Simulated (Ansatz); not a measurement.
Given:

BN:
```yaml
crystal:
  lattice:
    - [0.00000, 1.79028, 1.79028]
    - [1.79028, 0.00000, 1.79028]
    - [1.79028, 1.79028, 0.00000]
  atoms:
    - { symbol: N, position: [0.75000, 0.75000, 0.75000] }
    - { symbol: B, position: [0.00000, 0.00000, 0.00000] }
```

This is the LDA-relaxed structure. Cartesian axes are those of the cell as given.

Question: All from LDA (plane waves, PAW; program Ansatz), unless another level is named. Give the piezoelectric stress constants (proper, relaxed ions, C/m²).

Answer: e14 = e25 = e36 = 0.72.

Question: And the vibrational entropy at 300 K?

Answer: 3.3 J/(K·mol of atoms).

Question: Give the Debye temperature from the elastic constants.

Answer: 1930 K.

Question: Next, the elastic constants (relaxed ions, GPa)?

Answer: C11 = 824, C12 = 191, C44 = 475.

Space group F-43m (zinc blende). Symmetry was held in the LDA relaxation; phonons on a q-mesh show no instability.

Potentials: the later of the program's two PAW sets.
